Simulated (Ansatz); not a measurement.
Relaxed-ion elastic tensor of LaB6 in space group Pm-3m (No. 221; La on 1a, B on 6f) in GPa (Voigt order), plane-wave PAW PBE (Ansatz code); density 4.72 g/cm³, 10.25 Å³ per atom.

```
 472  24.6  24.6   0.0   0.0   0.0
24.6   472  24.6   0.0   0.0   0.0
24.6  24.6   472   0.0   0.0   0.0
 0.0   0.0   0.0  88.7   0.0   0.0
 0.0   0.0   0.0   0.0  88.7   0.0
 0.0   0.0   0.0   0.0   0.0  88.7
```

**Question.** Is the crystal mechanically stable?

**Answer.** Yes: the smallest eigenvalue of C is 88.7 GPa.

**Question.** Work out the Voigt, Reuss and Hill averages.

**Answer.** K_V = 174, K_R = 174, K_H = 174; G_V = 143, G_R = 117, G_H = 130 GPa.

**Question.** Give Young's modulus, Poisson's ratio, Pugh's ratio and the universal anisotropy index.

**Answer.** E = 9KG/(3K + G) = 312 GPa; ν = 0.20; K/G = 1.34 (brittle by the Pugh limit of 1.75); A_U = 5G_V/G_R + K_V/K_R − 6 = 1.10.

**Question.** Estimate the sound speeds and the Debye temperature.

**Answer.** v_l = √((K + 4G/3)/ρ) = 8570 m/s, v_t = √(G/ρ) = 5240 m/s, mean 5790 m/s; Θ = (h/k)(3n/4πV)^(1/3) v_m = 794 K.

**Question.** Give the Zener ratio and Young's modulus along [100], [110] and [111].

**Answer.** A = 2C44/(C11 − C12) = 0.40; 1/E = S11 − 2(S11 − S12 − S44/2)Γ with Γ = 0, 1/4, 1/3 gives 469, 261, 227 GPa.

Symmetry was held in the PBE relaxation. As this level gives no gap, shear constants depend on the k-mesh and smearing (Fermi–Dirac, 0.1 eV here). Spin–orbit coupling is left out wherever it is not named.

Potentials: the later of the program's two PAW sets.
